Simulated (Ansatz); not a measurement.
Harmonic vibrational thermodynamics of Si (diamond, Fd-3m) at fixed volume, r²SCAN in the plane-wave PAW code Ansatz. The rows extrapolate the 0 K crystal and know nothing of melting or changes of phase.

```tsv
T (K)	F_vib (meV/atom)	S (J/K per mol of atoms)	C_V (J/K per mol of atoms)
50	62.5	[?]	[?]
100	61.4	3.8	7.2
200	53.5	11.6	15.5
300	37.6	18.8	19.7
400	15.0	24.8	21.8
600	-46.5	34.0	23.4
800	[?]	40.8	[?]
1000	-214.7	[?]	[?]
```

Problem. Fill in the missing entries.

Solution. 
- 50, C_V (J/K per mol of atoms): 2.2
- 50, S (J/K per mol of atoms): 0.7
- 800, C_V (J/K per mol of atoms): 24.1
- 800, F_vib (meV/atom): -124.3
- 1000, S (J/K per mol of atoms): 46.2
- 1000, C_V (J/K per mol of atoms): 24.4

The r²SCAN relaxation kept the symmetry of its start; phonons on a q-mesh show no instability.

Potentials: the later of the program's two PAW sets.
